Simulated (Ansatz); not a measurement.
# Quadrupolar parameters in MgHOF

The cell is a structure deposited in the COD whose atoms were relaxed with PBE, the cell held.

Space group Pnma (No. 62); a = 10.1299, b = 3.0723, c = 4.6760 Å.

```csv
site,Wyckoff,site symmetry,x,y,z
Mg,4c,.m.,0.1321,0.7500,0.5120
H,4c,.m.,0.9320,0.7500,0.9183
O,4c,.m.,0.4513,0.7500,0.7848
F,4c,.m.,0.2053,0.2500,0.7575
```

One atom of each set is listed.

All values are calculated (Ansatz; DFT, PBE, plane waves and PAW, scalar-relativistic, 420 eV cutoff, Γ-centred 3×7×5 k-points, Fermi–Dirac smearing 0.02 eV), not measured.

C_Q = eQV_zz/h, which is 24.18 MHz for Q = 1 b and V_zz = 10²¹ V/m²; η = (V_xx − V_yy)/V_zz.

²⁵Mg: I = 5/2, Q = 199.4 mb; ²H: I = 1, Q = 2.858 mb; ¹⁷O: I = 5/2, Q = -25.58 mb. Q values from Pyykkö, Mol. Phys. 116, 1328 (2018).

Task: What field gradients does the calculation give at each kind of site?

Result: 

```csv
site,atoms,first shell,"V_xx, V_yy, V_zz (10²¹ V/m²)",η,C_Q (MHz)
Mg,4,"3 F at 2.03–2.06 Å, 3 O at 2.05–2.06 Å","0.070, 0.41, -0.48",0.71,-2.31
H,4,1 O at 0.97 Å; also 1 F at 2.06 Å,"-2.09, -2.10, 4.19",0.00,0.289
O,4,"1 H at 0.97 Å, 3 Mg at 2.05–2.06 Å","-5.66, -6.52, 12.18",0.07,-7.53
F,4,3 Mg at 2.03–2.06 Å; also 1 H at 2.06 Å,"1.08, 2.32, -3.39",0.37,–
```

At H V_zz points along its bond to O (within 1°). At O V_zz points along its shortest bond, to H (within 2°). At F V_zz stands upright on the plane through its three neighbours (within 5°).

F has no stable isotope with a ground-state quadrupole moment in the table, so no C_Q is given.
